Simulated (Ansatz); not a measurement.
MgS (rock salt, Fm-3m) under volume change, plane-wave PAW PBE (Ansatz code), scaled uniformly.

| V (Å³/atom) | E − E(relaxed) (meV/atom) | P (GPa) |
|---|---|---|
| 16.270 | 39.2 | 8.46 |
| 16.806 | 16.5 | 5.19 |
| 17.343 | … | … |
| 17.879 | 0.0 | 0.00 |
| 18.415 | 3.5 | -2.06 |
| 18.952 | … | … |
| 19.488 | 28.9 | -5.34 |

Q: Complete the blanks.

A: 
- 17.343, E − E(relaxed) (meV/atom): 3.9
- 17.343, P (GPa): 2.40
- 18.952, E − E(relaxed) (meV/atom): 13.4
- 18.952, P (GPa): -3.82

Q: What does a third-order Birch–Murnaghan fit give for V₀, B₀ and B′?

A: V₀ = 17.88 Å³/atom, B₀ = 73.9 GPa, B′ = 4.1.

The cell was relaxed with PBE under the symmetry of its start.

Potentials: the later of the program's two PAW sets.
